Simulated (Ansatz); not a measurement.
Relaxed-ion elastic tensor of WSeS in space group P-3m1 (No. 164; W on 2d, Se on 2d, S on 2d) in GPa (Voigt order), r²SCAN+D4 (plane waves, PAW; program Ansatz); density 8.37 g/cm³, 19.49 Å³ per atom.

```
 225  49.0   9.0  -0.1   0.0   0.0
49.0   225   9.0   0.1   0.0   0.0
 9.0   9.0  44.1   0.0   0.0   0.0
-0.1   0.1   0.0  14.1   0.0   0.0
 0.0   0.0   0.0   0.0  14.1  -0.1
 0.0   0.0   0.0   0.0  -0.1  88.1
```

Question: Is the crystal mechanically stable?

Answer: Yes: the smallest eigenvalue of C is 14.1 GPa.

Question: Work out the Voigt, Reuss and Hill averages.

Answer: K_V = 69.8, K_R = 36.5, K_H = 53.2; G_V = 51.8, G_R = 25.0, G_H = 38.4 GPa.

Question: Give Young's modulus, Poisson's ratio, Pugh's ratio and the universal anisotropy index.

Answer: E = 9KG/(3K + G) = 92.8 GPa; ν = 0.21; K/G = 1.39 (brittle by the Pugh limit of 1.75); A_U = 5G_V/G_R + K_V/K_R − 6 = 6.26.

Question: Estimate the sound speeds and the Debye temperature.

Answer: v_l = √((K + 4G/3)/ρ) = 3530 m/s, v_t = √(G/ρ) = 2140 m/s, mean 2370 m/s; Θ = (h/k)(3n/4πV)^(1/3) v_m = 262 K.

Question: Solve the Christoffel equation for the three sound speeds along x, y, z.

Answer: Eigenvalues of C_ijkl n_j n_l equal ρv². In km/s, slowest first: x 1.30, 3.24, 5.19; y 1.30, 3.24, 5.19; z 1.30, 1.30, 2.29.

Question: How much does each axis shrink under pressure?

Answer: Linear compressibilities β_i = Σ_j S_ij (j = 1 to 3): x 2.9, y 2.9, z 21 per TPa.

The workflow started from a Materials Project entry (that database holds measured and hypothetical structures alike); the Crystallography Open Database copy checked does not list it. Its standing as an ambient phase is unchecked. The r²SCAN+D4 relaxation kept the symmetry of its start; its stability against distortions is not shown here. No spin polarisation was allowed. Scalar-relativistic: spin–orbit coupling is off unless named, which matters more the heavier the elements.

Potentials: the later of the program's two PAW sets.
